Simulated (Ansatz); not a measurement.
SiC in space group P6_222 (No. 180; Si on 3d, C on 3c), DFT-PBE in the program Ansatz with PAW potentials, all energies at zero smearing, with the estimated change up to a 700 eV cutoff added, with one set of potentials and settings (totals compare only within such a set). Cell of 6 atoms (3 Si, 3 C): -2658.099 eV.

```csv
element,reference phase,E (eV/atom)
Si,"Fd-3m, 2 atoms in the cell",-635.8096
C,"P6_3/mmc, 4 atoms in the cell",-250.9479
```

Formation energy per atom, worked out: (-2658.099 − 3×(-635.8096) − 3×(-250.9479))/6 = 0.362 eV/atom (35 kJ per mol of atoms), at 0 K, without zero-point energy or fitted corrections.

The start of the workflow was typed in or built on a structure type; neither database checked (COD, Materials Project) lists it. It is not the phase usual at ambient conditions (space group No. 186, 216). The cell was relaxed with PBE under the symmetry of its start; its stability against distortions is not shown here. Its formation energy is positive at this level, so the cell may be metastable or incomplete. The references are the lowest solids computed at this level, not always the standard phases.

Potentials: the later of the program's two PAW sets.
